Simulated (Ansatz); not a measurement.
AlWB (space group Cmcm)

```xyz
6
Lattice="1.5872 -6.9054 0.0000 1.5872 6.9054 0.0000 0.0000 0.0000 3.0806" Properties=species:S:1:pos:R:3 pbc="T T T"
Al     1.5872    -2.7588     0.7702
Al     1.5872     2.7588     2.3105
B      1.5872    -0.4717     0.7702
B      1.5872     0.4717     2.3105
W      1.5872     5.6602     2.3105
W      1.5872    -5.6602     0.7702
```

Computed with LDA (plane waves to 420 eV, PAW, scalar-relativistic; Ansatz, a first-principles code). DFPT wavenumbers on a 16×16×16 k mesh, in cm⁻¹ and rounded to 5; i marks imaginary ones, q is in fractions of the reciprocal vectors of the cell shown, and the three acoustic modes at Γ are left out. AlWB is run without spin polarisation. AlWB was relaxed with its symmetry unable to fall. Spin-orbit coupling is left out, though W is heavy.

Problem. Does any mode at Γ, S = (0.5, 0.0, 0.0), Y = (0.5, 0.5, 0.0), Z = (0.0, 0.0, 0.5) come out imaginary?

Solution. No imaginary mode at these points (lowest 90 cm⁻¹ at Y = (0.5, 0.5, 0.0)); other wave vectors were not tested.

Problem. Predict the phonon wavenumbers at Γ, S = (0.5, 0.0, 0.0), Y = (0.5, 0.5, 0.0), Z = (0.0, 0.0, 0.5).

Solution. 
| q | wavenumbers (cm⁻¹) |
|---|---|
| Γ | 135, 150, 195, 235, 240, 300, 355, 370, 415, 445, 490, 490, 575, 650, 755 |
| S = (0.5, 0.0, 0.0) | 130, 140, 170, 175, 180, 180, 260, 270, 295, 295, 415, 430, 430, 505, 605, 605, 635, 755 |
| Y = (0.5, 0.5, 0.0) | 90, 90, 100, 105, 115, 170, 235, 240, 320, 355, 370, 405, 445, 495, 495, 580, 650, 760 |
| Z = (0.0, 0.0, 0.5) | 135 (×2), 140 (×2), 190 (×2), 265 (×2), 305 (×2), 405 (×2), 515 (×2), 525 (×2), 740 (×2) |
